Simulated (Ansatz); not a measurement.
ZrN:
```
CELL_PARAMETERS angstrom
      0.00000     2.29730     2.29730
      2.29730     0.00000     2.29730
      2.29730     2.29730     0.00000
ATOMIC_POSITIONS crystal
  Zr 0.50000 0.50000 0.50000
  N  0.00000 0.00000 0.00000
```

Relaxed with PBE. Special points in fractions of this cell's reciprocal vectors: Γ (0.000, 0.000, 0.000); X (0.500, 0.000, 0.500); U (0.625, 0.250, 0.625); K (0.375, 0.375, 0.750); L (0.500, 0.500, 0.500); W (0.500, 0.250, 0.750).

Task: List the band energies nearest the Fermi level at these points for DFT-PBE in the program Ansatz with PAW potentials.

Result: In eV from the Fermi level; about four levels below and three above (degenerate sets whole), none deeper than 8.9 eV; … stands for higher levels left out; points with the same levels are listed once.

| k | below | above |
|---|---|---|
| Γ | -2.67 -2.67 -2.67 -0.42 -0.42 -0.42 | … |
| X | -4.59 -3.47 -3.18 -3.18 | 3.32 4.47 4.47 |
| U | -5.50 -4.76 -4.46 -0.72 | 3.35 3.62 5.08 |
| L | -7.65 -5.68 -5.68 | 2.97 3.03 3.03 |
| W | -5.43 -4.76 -4.76 | 0.99 0.99 4.48 |

Space group Fm-3m (rock salt). Symmetry was held in the PBE relaxation; of distortions, only those at the zone centre were tested. The run is not spin-polarised. With an odd number of electrons in the cell and no spin polarisation, the count alone makes it a metal. Scalar-relativistic: spin–orbit coupling is off unless named, which matters more the heavier the elements.

Potentials: the later of the program's two PAW sets.
